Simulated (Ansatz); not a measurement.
## Equation of state of thallium, simple cubic

Theory: Ansatz 0.2.0, DFT, r2SCAN, plane waves (500 eV) with PAW, scalar-relativistic. (PAW data from PBE, frozen cores regenerated.)

The cell is scaled uniformly from the relaxed one, with fractional coordinates and shape fixed. Energies are extrapolated to zero smearing, pressures are those at the given smearing. Magnetic state: spin not included.

```json
{"V (Å³/atom)": "28.349", "E − E₀ (meV/atom)": "59.2", "P (GPa)": "5.39"}
{"V (Å³/atom)": "29.637", "E − E₀ (meV/atom)": "25.1", "P (GPa)": "3.22"}
{"V (Å³/atom)": "30.926", "E − E₀ (meV/atom)": "6.6", "P (GPa)": "1.53"}
{"V (Å³/atom)": "32.214", "E − E₀ (meV/atom)": "0.1", "P (GPa)": "0.22"}
{"V (Å³/atom)": "33.503", "E − E₀ (meV/atom)": "2.9", "P (GPa)": "-0.79"}
{"V (Å³/atom)": "34.792", "E − E₀ (meV/atom)": "13.0", "P (GPa)": "-1.58"}
{"V (Å³/atom)": "36.080", "E − E₀ (meV/atom)": "28.7", "P (GPa)": "-2.19"}
```

Problem. Fit a third-order Birch-Murnaghan equation.

Solution. V₀ = 32.42 Å³/atom, B₀ = 28 GPa, B₀′ = 5.4.
